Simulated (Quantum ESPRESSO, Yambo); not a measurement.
**Rb2NaYF6: DFT and GW levels**

```cif
data_F24Na4Rb8Y4
_chemical_formula_sum 'F24 Na4 Rb8 Y4'
_space_group_name_H-M_alt 'Fm-3m'
_space_group_IT_number 225
_space_group_name_Hall '-F 4 2 3'
_cell_length_a 9.02685
_cell_length_b 9.02685
_cell_length_c 9.02685
_cell_angle_alpha 90.000
_cell_angle_beta 90.000
_cell_angle_gamma 90.000
loop_
_atom_site_label
_atom_site_type_symbol
_atom_site_symmetry_multiplicity
_atom_site_Wyckoff_symbol
_atom_site_fract_x
_atom_site_fract_y
_atom_site_fract_z
_atom_site_occupancy
F1 F 24 e 0.00000 0.00000 0.24250 1
Na1 Na 4 b 0.50000 0.50000 0.50000 1
Rb1 Rb 8 c 0.25000 0.25000 0.25000 1
Y1 Y 4 a 0.00000 0.00000 0.00000 1
```
(The calculation used a cell of 10 atoms; values per cell refer to that cell.)

The geometry is that of Materials Project entry mp-13926, symmetrised and not relaxed again.

Starting point: norm-conserving LDA (Quantum ESPRESSO, 88 Ry, without SOC). G0W0 in Yambo: 2×2×2 Γ-centred k mesh, bands 2 to 272 and a 7 Ry block in the screening, 272 bands in G with the Bruneval-Gonze terminator, plasmon pole fitted at 27.2 eV.

* **LDA gap along the band path**: 6.10 eV
* **LDA gap between the mesh's edge points (Γ → Γ)**: 6.10 eV
* **G0W0 gap between the same points**: 10.10 eV

```csv
k point,band,E LDA (eV),E QP (eV),shift (eV),Z
Γ,VB,0.00,-2.39,-2.39,0.81
Γ,CB,6.10,7.71,1.61,0.90
L,VB,-0.14,-2.55,-2.41,0.81
L,CB,8.03,9.84,1.82,0.89
```

Energies count from the LDA valence-band maximum.

Nearest settings tried, and what they do to the gap: 214 bands in W, 214 bands in G: +20 meV; 6 Ry block (339 vectors against 411): +6 meV; 1×1×1 mesh: -49 meV. So the settings aren't converged at that level. The k mesh is coarse.
